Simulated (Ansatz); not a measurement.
## Relaxing a structure of WSe₂

The start is a generated cell, WSe2 built in the rutile structure type. Cell shape, volume and atoms are optimised at zero target pressure with PBEsol (plane waves to 420 eV, PAW, scalar-relativistic; Ansatz, a program for electronic structure). The first steps use a coarse 4×4×6 k-mesh.

Starting cell:
```yaml
crystal:
  lattice:
    - [6.18608, 0.00000, 0.00000]
    - [0.00000, 6.18608, 0.00000]
    - [0.00000, 0.00000, 3.98387]
  atoms:
    - { symbol: W, position: [0.00000, 0.00000, 0.00000] }
    - { symbol: W, position: [0.50000, 0.50000, 0.50000] }
    - { symbol: Se, position: [0.30496, 0.30496, 0.00000] }
    - { symbol: Se, position: [0.80496, 0.19504, 0.50000] }
    - { symbol: Se, position: [0.19504, 0.80496, 0.50000] }
    - { symbol: Se, position: [0.69504, 0.69504, 0.00000] }
```

How large is the pressure on the unrelaxed cell, and of which sign?

-14 GPa (negative: the cell is under tension).

How much energy is released per atom?

0.31 eV/atom.

How does the volume per atom move from start to end?

-17.8 %, from 25.41 to 20.88 Å³/atom.

Is the relaxed structure metallic? Give its gap.

Zero (metallic).

Write out the relaxed structure.


```cif
data_Se4W2
_chemical_formula_sum 'W2 Se4'
_space_group_name_H-M_alt 'P42/mnm'
_space_group_IT_number 136
_space_group_name_Hall '-P 4n 2n'
_cell_length_a 6.15080
_cell_length_b 6.15080
_cell_length_c 3.31089
_cell_angle_alpha 90.000
_cell_angle_beta 90.000
_cell_angle_gamma 90.000
loop_
_atom_site_label
_atom_site_type_symbol
_atom_site_symmetry_multiplicity
_atom_site_Wyckoff_symbol
_atom_site_fract_x
_atom_site_fract_y
_atom_site_fract_z
_atom_site_occupancy
W1 W 2 a 0.00000 0.00000 0.00000 1
Se1 Se 4 g 0.21538 0.21538 0.50000 1
```

The space group stays P4₂/mnm (No. 136) (the run could not lower it); the end is rutile type, with 6 atoms in the primitive cell. Final values are on a 8×8×14 k-mesh of the relaxed cell. No spin polarisation in the result.

The run could not lose the symmetry of its start, so the end can be a saddle point.

The relaxed structure here is a generated cell of WSe2: the first start was made by placing the elements on the sites of a structure type, and the end was not matched to a known phase here, so it may be hypothetical. Known forms of WSe2 include space group No. 194.
